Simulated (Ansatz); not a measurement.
Input:

BeRh:
```
CELL_PARAMETERS angstrom
      2.75266     0.00000     0.00000
      0.00000     2.75266     0.00000
      0.00000     0.00000     2.75266
ATOMIC_POSITIONS crystal
  Be 0.00000 0.00000 0.00000
  Rh 0.50000 0.50000 0.50000
```

This is the PBEsol-relaxed structure.

### Question
All from PBEsol in the plane-wave PAW code Ansatz, unless another level is named. Estimate the bulk modulus (Birch–Murnaghan fit).

### Answer
228 GPa.

### Question
And the highest zone-centre frequency?

### Answer
437 cm⁻¹.

Space group Pm-3m (CsCl type). The workflow started from a Materials Project entry (that database holds measured and hypothetical structures alike); the Crystallography Open Database copy checked does not list it. With Be and Rh taken as one species the cell has the higher symmetry Im-3m, so it may be an ordered model of a mixed-site phase. Its standing as an ambient phase is unchecked. The PBEsol relaxation kept the symmetry of its start; of distortions, only those at the zone centre were tested. No spin polarisation was allowed. As this level gives no gap, phonon frequencies hold no LO–TO term and depend on the k-mesh and smearing (Fermi–Dirac, 0.1 eV here).

Potentials: the later of the program's two PAW sets.
